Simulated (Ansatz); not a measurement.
BAs:
```cif
data_As4B4
_chemical_formula_sum 'B4 As4'
_space_group_name_H-M_alt 'Pnma'
_space_group_IT_number 62
_space_group_name_Hall '-P 2ac 2n'
_cell_length_a 6.53308
_cell_length_b 3.37897
_cell_length_c 5.62078
_cell_angle_alpha 90.000
_cell_angle_beta 90.000
_cell_angle_gamma 90.000
loop_
_space_group_symop_operation_xyz
  'x, y, z'
  '-x, -y, -z'
  '-x+1/2, -y, z+1/2'
  'x+1/2, y, -z+1/2'
  'x+1/2, -y+1/2, -z+1/2'
  '-x+1/2, y+1/2, z+1/2'
  '-x, y+1/2, -z'
  'x, -y+1/2, z'
loop_
_atom_site_label
_atom_site_type_symbol
_atom_site_symmetry_multiplicity
_atom_site_Wyckoff_symbol
_atom_site_fract_x
_atom_site_fract_y
_atom_site_fract_z
_atom_site_occupancy
B1 B 4 c 0.16022 0.25000 0.40080 1
As1 As 4 c 0.33644 0.25000 0.10870 1
```

Relaxed with LDA.

Q: Decompose the optical modes at the zone centre into irreducible representations, and say which are infrared and Raman allowed.

A: Point group mmm: Γ_opt = 4Ag + 2Au + 2B1g + 3B1u + 4B2g + B2u + 2B3g + 3B3u. Infrared: B1u, B2u, B3u. Raman: Ag, B1g, B2g, B3g.

Q: Assign frequencies (DFPT, the program Ansatz at the LDA level (PAW); without the LO–TO term).

A: Ag 74, B3g 136, Au 143, B1g 155, B1u 215, B2g 235, Ag 249, B3u 277, B2g 323, B1u 510, Ag 542, B3u 562, B2g 578, Au 630, B1g 635, B2u 668, B3g 684, B3u 721, B1u 752, B2g 771, Ag 803 cm⁻¹.

Subscripts of B labels follow the axes of the standard setting.

The start of the workflow was typed in or built on a structure type; neither database checked (COD, Materials Project) lists it. It is not the phase usual at ambient conditions (space group No. 216). The LDA relaxation kept the symmetry of its start; of distortions, only those at the zone centre were tested. The volume moved by 23 % from the start of the relaxation. Its formation energy is positive at this level, so the cell may be metastable or incomplete. A crystal of weakly bound layers computed without a dispersion correction: the cell and the soft elastic constants depend strongly on that.

Potentials: the earlier of the program's two PAW sets.
